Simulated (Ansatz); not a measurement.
MgB₂ in space group P6/mmm (No. 191; Mg on 1a, B on 2d) at seven volumes, plane-wave PAW LDA (Ansatz code), shape and atoms relaxed at each. One row is withheld.

```
V (Å³/atom)  P (GPa)
-----------  -------
8.372          17.12
8.647          10.55
8.923           4.93
9.199           0.00
9.475          -4.33
9.751          -8.14
10.027             ?
```

**Question.** Fit the shown pressures and predict the withheld one.

**Answer.** P = (3/2)B₀(x^(7/2) − x^(5/2))[1 + (3/4)(B′ − 4)(x − 1)] with x = (V₀/V)^(2/3). Least squares on the six rows gives V₀ = 9.197 Å³/atom, B₀ = 154 GPa, B′ = 3.54. At V = 10.027, x = 0.9440 and P = -11.41 GPa. The run itself gave -11.45 GPa.

The cell was relaxed with LDA under the symmetry of its start; phonons on a q-mesh show no instability.

Potentials: the later of the program's two PAW sets.
